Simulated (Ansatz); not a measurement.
Notes on a calculation: IrS in the rocksalt structure

Computed with Ansatz (plane waves, PAW, 500 eV cutoff): r²SCAN, scalar-relativistic, no spin polarisation, 12×12×12 k-mesh, Gaussian smearing of 0.05 eV. The datasets are Ansatz's generated set soft_2.

The structure was built from a prototype; whether the compound forms in it isn't claimed.

Starting cell:

```
CELL_PARAMETERS angstrom
0.00000 2.53000 2.53000
2.53000 0.00000 2.53000
2.53000 2.53000 0.00000
ATOMIC_POSITIONS crystal
Ir 0.50000 0.50000 0.50000
S 0.00000 0.00000 0.00000
```

The runs in order:

```
run        level    k-mesh        kind  V (Å³/atom)  P (GPa)  E − E(final) (meV/atom)  gap on the mesh (eV)
  1  PBE, 420 eV     6×6×6  fixed cell        16.19    -10.9                        –                 metal
  2  PBE, 420 eV     6×6×6  fixed cell        15.02      1.0                        –                 metal
  3  PBE, 420 eV     6×6×6  fixed cell        15.10      0.0                        –                 metal
  4       r²SCAN  12×12×12  fixed cell        15.10     -2.6                      1.7                 metal
  5       r²SCAN  12×12×12  fixed cell        14.84      0.8                      0.1                 metal
  6       r²SCAN  12×12×12  fixed cell        14.90      0.0                      0.0                 metal
```

Cell and atoms are those of this level's equilibrium.

The final structure (symmetry read at 0.01 Å). The structure is cubic, space group Fm-3m (No. 225). Conventional cell: a = 4.921 Å, b = 4.921 Å, c = 4.921 Å, α = 90.00°, β = 90.00°, γ = 90.00°. Ir (site symmetry m-3m) has 6 S at 2.46 Å as nearest neighbours. S (site symmetry m-3m) is surrounded by 6 Ir at 2.46 Å. (Neighbours are counted to 15 % beyond the shortest distance.)

```tsv
atom	site	symmetry	x	y	z
Ir	4b	m-3m	0.5000	0.0000	0.0000
S	4a	m-3m	0.0000	0.0000	0.0000
```

At the final geometry the gap, band path included, is zero (metallic). The equation of state gives B0 = 198 GPa and B0′ = 5.0. Against the elements' standard states, run alike and uncorrected, the formation energy is 0.34 eV/atom, so this structure is unstable against them at this level. 

**What lies behind the numbers.**

With 23 valence electrons in the calculation's cell and no magnetic order, the bands, two electrons each, can't all be full or empty: band theory demands a metal. (Only strong correlation, outside this picture, could make a Mott insulator of it.)

No spin–orbit coupling, a notable omission for heavy elements. Spin polarisation wasn't tried. A displaced or strained copy of the relaxed cell lay 2.0 meV/atom lower, so the structure isn't a true minimum at this level, unless the mesh, which matters in a metal, makes it so.
